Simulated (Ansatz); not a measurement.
Put Zn4S in Im-3m (No. 229): Zn on 8c; S on 2a.

The calculation used DFT PBE, scalar-relativistic, plane waves, PAW (Ansatz 0.2.0). Cutoff 420 eV, Γ-centred mesh, Gaussian smearing, no spin polarisation.

Energies over the elements count from the elements' standard structures at the same level, with no fitted energy shifts.

Question: Predict the relaxed structure.

Answer:

Space group Im-3m (No. 229). a = 5.800 Å, b = 5.800 Å, c = 5.800 Å, α = 90.00°, β = 90.00°, γ = 90.00°
| atom | site | symmetry | x | y | z |
| --- | --- | --- | --- | --- | --- |
| Zn | 8c | .-3m | 0.2500 | 0.2500 | 0.2500 |
| S | 2a | m-3m | 0.0000 | 0.0000 | 0.0000 |

Around Zn lie 2 S at 2.51 Å and 6 Zn at 2.90 Å; S is surrounded by 8 Zn at 2.51 Å.

Question: Where does its energy lie, and is it a metal?

Answer: The energy over the elements is +0.32 eV/atom and the gap on the 10×10×10 mesh of the 5-atom cell is 0 eV (a metal). A positive value: parting into the elements would lower its energy.

The last run used Gaussian smearing of 0.10 eV. The reference form of S is held partly by dispersion forces, which this level lacks. Symmetry constrained the relaxation, so the result can be a saddle point. Another cell of Zn4S relaxed alike, in P-43m, lies 0.31 eV/atom lower, so this cell isn't the stable form at this level.
